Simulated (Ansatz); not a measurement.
# Ga3SbP2 (ordering on zincblende) by several functionals

All numbers come from Ansatz 0.2.0. These are computed values for a non-magnetic cell that may be hypothetical; none is a measurement.

The cell is Ga3SbP2 as one 6-atom ordering (P3m1) on the zincblende lattice; cell and atoms were relaxed with r2SCAN. It is trigonal, P3m1 (No. 156); conventional cell a = 4.017 Å, c = 9.861 Å, 22.96 Å³ an atom. Around P lie 4 Ga at 2.35–2.43 Å; around P lie 4 Ga at 2.37–2.43 Å; around Sb lie 4 Ga at 2.54–2.64 Å; around Ga lie 4 P at 2.37–2.43 Å; around Ga lie 3 P at 2.43 Å and 1 Sb at 2.64 Å; around Ga lie 1 P at 2.35 Å and 3 Sb at 2.54 Å.

```xyz
6
Lattice="4.0166 0.0000 0.0000 -2.0083 3.4785 0.0000 0.0000 0.0000 9.8606" Properties=species:S:1:pos:R:3 pbc="T T T"
P     0.0000    0.0000    0.0923
P     0.0000    2.3190    3.1896
Sb    2.0083    1.1595    6.5596
Ga    0.0000    2.3190    0.8206
Ga    2.0083    1.1595    3.9195
Ga    0.0000    0.0000    7.6046
```

Relaxed lattice by functional, symmetry kept:

| functional | k mesh | a (Å) | c (Å) | volume (Å³/atom) |
| --- | --- | --- | --- | --- |
| PBE | 12×12×4 | 4.059 | 9.983 | 23.74 |
| r2SCAN | 6×6×2 | 4.017 | 9.861 | 22.96 |

On this one geometry the levels give:
```json
{"level": "PBE", "k mesh": "12×12×4", "gap (eV)": "none (overlap 0.02)", "kind": "–", "edges": "–", "least direct gap (eV)": "–"}
{"level": "PBE+SOC", "k mesh": "12×12×4", "gap (eV)": "0.04", "kind": "indirect", "edges": "Γ–A (0.50) → Γ", "least direct gap (eV)": "0.09"}
{"level": "r2SCAN", "k mesh": "12×12×4", "gap (eV)": "0.14", "kind": "direct", "edges": "Γ", "least direct gap (eV)": "0.14"}
{"level": "HSE06", "k mesh": "6×6×2", "gap (eV)": "0.50", "kind": "direct", "edges": "Γ", "least direct gap (eV)": "0.50"}
```
All runs use a smearing of 0.02 eV.
Wave cutoffs: 420 eV, 500 eV (r2SCAN). Gaps under 0.1 eV (PBE+SOC) can't be told from a closed one: the bands may be in normal order or already inverted, which a gap's size doesn't show.

With HSE06 the gap is 0.50 eV and direct, at Γ. The PBE+SOC gap is indirect, 0.04 eV (Γ–A (0.50 of the way from Γ) to Γ), below the direct gap of 0.09 eV at A. (This is within a few times the smearing of 0.02 eV, so the filling near the edges can be smeared.) With so small a gap spin-orbit coupling can invert the bands, which the size of the gap doesn't show: the edges may have crossed and parted again.

The levels disagree on the kind of gap: direct with r2SCAN, HSE06; indirect with PBE+SOC; no gap with PBE.

Only the levels marked +SOC include spin-orbit coupling.

The meshes of the hybrids are coarse, so their gaps aren't converged to the digits shown.
